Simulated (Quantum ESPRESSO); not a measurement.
# Band energies of BeSe

```xyz
2
Lattice="0.0000 2.5651 2.5651 2.5651 0.0000 2.5651 2.5651 2.5651 0.0000" Properties=species:S:1:pos:R:3 pbc="T T T"
Be     0.0000     0.0000     0.0000
Se     3.8477     3.8477     3.8477
```

PBEsol (pw.x of Quantum ESPRESSO, ONCV potentials, with spin-orbit coupling); path ΓXWKΓLUWLK,UX; energies in eV from the valence-band maximum.

| k (1/Å) | point | band 20 | band 21 | band 22 | band 23 | band 24 | band 25 | band 26 | band 27 |
|---|---|---|---|---|---|---|---|---|---|
| 0.00 | Γ | 0.00 | 4.14 | 4.14 | 4.84 | 4.84 | 4.86 | 4.86 | 4.86 |
| 0.67 |  | -1.88 | 3.39 | 3.39 | 5.32 | 5.32 | 8.25 | 8.25 | 8.36 |
| 1.22 | X | -2.75 | 2.33 | 2.33 | 4.00 | 4.00 | 11.54 | 11.54 | 11.72 |
| 1.35 |  | -2.83 | 2.54 | 2.54 | 4.17 | 4.18 | 11.27 | 11.31 | 11.48 |
| 1.84 | W | -3.49 | 5.88 | 5.88 | 6.96 | 6.97 | 7.16 | 7.17 | 7.87 |
| 2.05 |  | -2.90 | 4.42 | 4.45 | 6.73 | 6.77 | 8.23 | 8.26 | 9.05 |
| 2.27 | K | -2.39 | 3.49 | 3.50 | 6.61 | 6.66 | 9.57 | 9.59 | 9.92 |
| 2.67 |  | -1.40 | 4.77 | 4.78 | 7.12 | 7.12 | 7.46 | 7.53 | 8.25 |
| 3.27 |  | -0.22 | 4.57 | 4.57 | 5.10 | 5.10 | 5.36 | 5.39 | 6.22 |
| 3.57 | Γ | 0.00 | 4.14 | 4.14 | 4.84 | 4.84 | 4.86 | 4.86 | 4.86 |
| 3.89 |  | -0.30 | 4.37 | 4.37 | 5.32 | 5.32 | 5.35 | 5.35 | 6.43 |
| 4.52 |  | -1.09 | 4.16 | 4.16 | 5.79 | 5.79 | 5.82 | 5.82 | 9.69 |
| 4.63 | L | -1.11 | 4.16 | 4.16 | 5.78 | 5.78 | 5.81 | 5.81 | 9.71 |
| 5.17 |  | -2.06 | 3.97 | 3.99 | 7.93 | 7.98 | 8.29 | 8.29 | 8.40 |
| 5.38 | U | -2.39 | 3.49 | 3.50 | 6.61 | 6.66 | 9.57 | 9.59 | 9.92 |
| 5.81 | W | -3.49 | 5.88 | 5.88 | 6.96 | 6.97 | 7.16 | 7.17 | 7.87 |
| 6.33 |  | -1.74 | 5.09 | 5.10 | 5.43 | 5.50 | 7.34 | 7.43 | 9.74 |
| 6.68 | L | -1.11 | 4.16 | 4.16 | 5.78 | 5.78 | 5.81 | 5.81 | 9.71 |
| 6.85 |  | -1.31 | 4.50 | 4.50 | 5.69 | 5.71 | 6.09 | 6.09 | 9.84 |
| 7.35 |  | -2.28 | 3.65 | 3.66 | 7.18 | 7.24 | 9.16 | 9.17 | 9.40 |
| 7.43 | K | -2.39 | 3.49 | 3.50 | 6.61 | 6.66 | 9.57 | 9.59 | 9.92 |
| 7.43 | U | -2.39 | 3.49 | 3.50 | 6.61 | 6.66 | 9.57 | 9.59 | 9.92 |
| 7.86 | X | -2.75 | 2.33 | 2.33 | 4.00 | 4.00 | 11.54 | 11.54 | 11.72 |

The PBEsol gap is indirect, 2.33 eV, from Γ to X; the smallest direct gap is 4.14 eV.

Geometry relaxed with PBEsol.
